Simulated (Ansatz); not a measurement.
An elastic tensor (GPa, Voigt order, standard axes) from LDA in the plane-wave PAW code Ansatz:

```
      1     2     3     4     5     6
-  ----  ----  ----  ----  ----  ----
1   153   101  25.5   0.0   0.0   0.0
2   101   153  25.5   0.0   0.0   0.0
3  25.5  25.5   394   0.0   0.0   0.0
4   0.0   0.0   0.0  11.0   0.0   0.0
5   0.0   0.0   0.0   0.0  11.0   0.0
6   0.0   0.0   0.0   0.0   0.0  74.2
```

Task: Which of these materials gives this?
A. Mg2SeS, P-4m2 (Mg on 2g, Se on 1b, S on 1d)
B. YOF, P4/nmm (Y on 2c, O on 2b, F on 2a)
C. LaC2, MoSi2 or CaC2 type
D. TiO2, anatase

Result: C, LaC2, MoSi2 or CaC2 type

Space group I4/mmm (MoSi2 or CaC2 type). The first step of the workflow began from a Materials Project structure, measured or hypothetical; the Crystallography Open Database files this formula in space group No. 139, but the cells were not matched. Whether it is the stable phase at ambient conditions was not checked. Symmetry was held in the LDA relaxation; its stability against distortions is not shown here. As this level gives no gap, shear constants depend on the k-mesh and smearing (Fermi–Dirac, 0.1 eV here). Scalar-relativistic: spin–orbit coupling is off unless named, which matters more the heavier the elements.

Potentials: the later of the program's two PAW sets.
